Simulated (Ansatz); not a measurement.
The elements of this relaxed trial crystal are hidden behind letters.

```
lattice vectors (Å)
   4.1661    0.0000    0.0000
  -2.0831    3.6080    0.0000
   0.0000    0.0000   10.2422
fractional positions
X 0.0000 0.0000 0.3348
Z 0.3333 0.6667 0.9938
Z 0.6667 0.3333 0.6732
Q 0.3333 0.6667 0.2359
Q 0.0000 0.0000 0.5956
Q 0.6667 0.3333 0.9166
```

Theory: DFT PBE, scalar-relativistic, plane waves, PAW (Ansatz 0.2.0). The final run on the 6-atom cell used 420 eV, a Γ-centred 12×12×4 mesh, 0.10 eV smearing and no spin polarisation.

| Item | Value |
| --- | --- |
| Space group | P3m1 (No. 156) |
| Conventional cell | a = 4.166 Å, c = 10.242 Å |
| Volume per atom | 25.66 Å³ |
| Density | 5.17 g/cm³ |
| Formation energy | −0.29 eV/atom |
| Gap on the 12×12×4 mesh of the 6-atom cell | 0 eV (the bands meet within 0.015 eV) |

Energies are uncorrected and count from the elements' standard states at the same level.

Question: X is a p-block element of period 5, Z is a p-block element of period 4 and Q is a p-block element of period 4. Which elements are they?

Answer: X = In, Z = Ga, Q = As, so the formula is InGa2As3. Density times volume gives a mean mass of 5.17 × 25.66/1.6605 = 79.9 u per atom, and this set has 79.8 u. In is surrounded by 4 As at 2.61–2.67 Å; Ga on its first site has 4 As at 2.48–2.53 Å; around As on its first site lie 1 Ga at 2.48 Å and 3 In at 2.61 Å; 3 more sites not described. Other sets within the hints have nearly the same mass, so mass alone doesn't settle it; this one was computed.

The zero gap may come from the functional, which often closes small gaps. A structure relaxed within its symmetry needn't be a true minimum.
